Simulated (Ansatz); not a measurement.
Relaxed Na (bcc, W type):

```
Na
1.0
   -4.19680     4.19680     4.19680
    0.00000     0.00000     4.19680
    0.00000     4.19680     0.00000
Na
2
Direct
  0.00000   0.00000   0.00000
  0.50000   0.00000   0.00000
```

The atoms are displaced by Q × the pattern below (from a DFPT mode at H = (0.5, 0.5, 0.5), largest move 1; Q in Å), at fixed cell. It is one choice among 3 degenerate patterns. (q is in reciprocal vectors of the primitive cell; the cell shown is doubled to hold the pattern.)

```
atom      x      y       z
----  -----  -----  ------
Na1   0.000  0.000  -1.000
Na2   0.000  0.000   1.000
```

Computed with PBE (plane waves to 420 eV, PAW, scalar-relativistic; Ansatz, a quantum-chemistry and plane-wave program). k mesh 16×16×16 (Γ-centred), Fermi-Dirac smearing 0.05 eV. E stands for the smeared free energy. With partly filled bands, energies and forces of such displacements shift with the k mesh and the smearing. Na was relaxed with its symmetry unable to fall. The PAW data are Ansatz's earlier set. ΔE is measured from the undisplaced structure.

| Q (Å) | ΔE (meV/cell) | −dE/dQ from forces (eV/Å) |
|---|---|---|
| -0.100 | 12.9 | 0.256 |
| -0.083 | 9.0 | 0.214 |
| -0.067 | 5.7 | 0.172 |
| -0.050 | 3.2 | 0.129 |
| -0.033 | 1.4 | 0.086 |
| -0.017 | 0.4 | 0.043 |
| 0.000 | 0.0 | 0.000 |
| 0.017 | 0.4 | -0.043 |
| 0.033 | 1.4 | -0.086 |
| 0.050 | 3.2 | -0.129 |
| 0.067 | 5.7 | -0.172 |
| 0.083 | 9.0 | -0.214 |
| 0.100 | 12.9 | -0.256 |

Key numbers:

The energy at Q = 0.100 Å comes out as 12.9 meV/cell. Space group of the distorted cell: P4/nmm (No. 129), lowered from Im-3m. Symmetry of the curve: even: the same for both signs. Shape of the curve: a single well with its minimum at or next to zero displacement. Harmonic wavenumber from the curvature (finite differences): 124 cm⁻¹. Wavenumber by perturbation theory (DFPT, on another k mesh): 123 cm⁻¹.

(A displaced cell: forces are minus the slopes of the energy, force constants its curvatures, and phonons follow from these.)
